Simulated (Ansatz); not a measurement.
## Data sheet: ZrTa (DFT)

ZrTa (rock salt, Fm-3m), a = b = c = 5.5748 Å, α = β = γ = 90.00°; the cell used has 2 atoms.

Space group Fm-3m (No. 225), rock salt; conventional cell a = b = c = 5.5748 Å, α = β = γ = 90.00°.

Method: the program Ansatz at the PBEsol level (PAW). The cell and atoms are relaxed at this level. Other levels are named where they apply.

### Cell and energy

```json
{
  "volume_per_atom": "21.66 Å³",
  "density": "10.43 g/cm³",
  "Formation energy from the elements (no fitted shifts)": "1178 meV/atom"
}
```

### Electronic structure

```json
{
 "electronic_character": "metallic (no gap)",
 "Density of states at the Fermi level": "2.0 states/eV per atom (mean over ±0.08 eV)",
 "Gap with spin–orbit coupling": "none (metallic)"
}
```

### Mechanics

```json
{
 "Bulk modulus (Birch–Murnaghan fit)": "105 GPa",
 "Pressure derivative B′": "4.0",
 "Elastic constants (relaxed ions, GPa)": "C11 = 194, C12 = 61.8, C44 = -84.3",
 "mechanical_stability": "unstable (C has a negative eigenvalue)"
}
```

### Phonons

```json
{
 "highest_zone_centre_frequency": "25.5 meV",
 "zone_centre_stability": "no imaginary mode at Γ"
}
```

The start of the workflow was typed in or built on a structure type; neither database checked (COD, Materials Project) lists it. Whether it is the stable phase at ambient conditions was not checked. Symmetry was held in the PBEsol relaxation. The run is not spin-polarised. Its formation energy is positive at this level, so the cell may be metastable or incomplete. As this level gives no gap, shear constants depend on the k-mesh and smearing (Fermi–Dirac, 0.1 eV here). As this level gives no gap, phonon frequencies hold no LO–TO term and depend on the k-mesh and smearing (Fermi–Dirac, 0.1 eV here). On the denser mesh and wider smearing of the elastic run this cell carries a stress of 0.4 GPa. The references are the lowest solids computed at this level, not always the standard phases. Scalar-relativistic: spin–orbit coupling is off unless named, which matters more the heavier the elements.

Potentials: the earlier of the program's two PAW sets. The files were generated under PBE; for other functionals the program regenerates the frozen cores, and for LDA and PBEsol the local potential too.
